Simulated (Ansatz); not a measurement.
AgCl (rock salt, Fm-3m), DFT-LDA in the program Ansatz with PAW potentials: ε∞ = 5.86, cell volume 38.37 Å³. Infrared-active transverse modes:

```csv
ω_TO (cm⁻¹),oscillator strength S_xx (e²/amu)
129.9,0.07500
```

Q: Compute the static dielectric constant.

A: Each mode adds (4.921e7/V) S/ω²: 5.70. So ε0 = 11.6.

Q: What LO frequency does the Lyddane–Sachs–Teller relation give?

A: ω_LO = ω_TO √(ε0/ε∞) = 182 cm⁻¹.

Symmetry was held in the LDA relaxation; phonons on a q-mesh show no instability. The run is not spin-polarised. Scalar-relativistic: spin–orbit coupling is off unless named, which matters more the heavier the elements.

Potentials: the later of the program's two PAW sets.
